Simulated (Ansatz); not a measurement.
Al (hcp (Mg type), space group No. 194) at seven volumes, plane-wave PAW LDA (Ansatz code), shape and atoms relaxed at each. One row is withheld.

```csv
V (Å³/atom),P (GPa)
14.500,9.36
14.978,5.71
15.456,2.62
15.935,-0.01
16.413,-2.24
16.891,-4.12
17.369,?
```

Fit the shown pressures and predict the withheld one.

P = (3/2)B₀(x^(7/2) − x^(5/2))[1 + (3/4)(B′ − 4)(x − 1)] with x = (V₀/V)^(2/3). Least squares on the six rows gives V₀ = 15.933 Å³/atom, B₀ = 80.4 GPa, B′ = 4.46. At V = 17.369, x = 0.9441 and P = -5.73 GPa. The run itself gave -5.70 GPa.

Space group P6_3/mmc (hcp (Mg type)). The first step of the workflow began from a Materials Project structure, measured or hypothetical; the Crystallography Open Database copy checked does not list it. It is not the phase usual at ambient conditions (space group No. 225). The LDA relaxation kept the symmetry of its start; its stability against distortions is not shown here.

Potentials: the later of the program's two PAW sets.
